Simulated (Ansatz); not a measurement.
Question: Each is relaxed and computed with the program Ansatz at the r²SCAN level (PAW). Which is the only metal?
(A) Y2CN2O2, P-3m1 (Y on 2d, C on 1a, N on 2c, O on 2d)
(B) Rb2H4Pt, P4_2/mnm (Rb on 4d, H on 4e, H on 4f, Pt on 2a)
(C) Y2TiO5, Pnma (Pearson symbol oP32)
(D) YSiPt, Pnma (Y on 4c, Si on 4c, Pt on 4c)

Answer: D, YSiPt, Pnma (Y on 4c, Si on 4c, Pt on 4c). YSiPt: metal; Y2TiO5: gap 3.86 eV (indirect); Rb2H4Pt: gap 3.64 eV; Y2CN2O2: gap 4.37 eV. Standing as an ambient phase not checked: YSiPt, Pnma (Y on 4c, Si on 4c, Pt on 4c); Y2TiO5, Pnma (Pearson symbol oP32); Rb2H4Pt, P4_2/mnm (Rb on 4d, H on 4e, H on 4f, Pt on 2a); Y2CN2O2, P-3m1 (Y on 2d, C on 1a, N on 2c, O on 2d). All cells were relaxed under the symmetry of their starts (and spin orders); stability against distortions was not tested throughout. Rows with no word on spin ran without spin polarisation. Scalar-relativistic: spin–orbit coupling is off unless named, which matters more the heavier the elements.

Potentials: the later of the program's two PAW sets.
